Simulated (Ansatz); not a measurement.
Relaxed candidate structures of Ir:

**A**
```
Ir
1.0
   -2.40190     2.40190     1.35871
    2.40190    -2.40190     1.35871
    2.40190     2.40190    -1.35871
Ir
2
Direct
  0.75000   0.25000   0.50000
  0.00000   0.00000   0.00000
```

**B**
```xyz
2
Lattice="3.8199 0.0000 0.0000 -1.9100 3.3081 0.0000 0.0000 0.0000 2.6601" Properties=species:S:1:pos:R:3 pbc="T T T"
Ir     1.9100     1.1027     1.9951
Ir     0.0000     2.2054     0.6650
```

**C**
```
CELL_PARAMETERS angstrom
      1.90769    -1.90738     0.00000
      1.90769     1.90738     0.00000
     -1.90292     0.00000     4.26273
ATOMIC_POSITIONS crystal
  Ir 0.85631 0.85631 0.21312
  Ir 0.14369 0.14369 0.78688
```

Question: Put the candidates in order of energy per atom, lowest first, for PBEsol (plane waves to 420 eV, PAW, scalar-relativistic; Ansatz, a program for electronic structure).

Answer: C (reference), B (+0.14 eV/atom), A (+0.32 eV/atom)

The lowest structure calculated, Fm-3m, cF4, fcc (Cu type), is not among these; it lies 0.43 eV/atom below the lowest of them. Probably no minimum, since a slightly shaken restart fell lower: I4₁/amd, tI4, AFLOW prototype A_tI4_141_a (A5, as in Sn) (by 0.75 eV/atom, to Fm-3m). Each run could gain symmetry but not lose that of its start, so entries can be saddle points. All of these are generated cells (placed on structure types, drawn at random, substituted or restacked) that were not matched to a known phase here. Static energies at zero pressure. The runs use different k-meshes, so differences are rounded accordingly. No spin polarisation in the result.
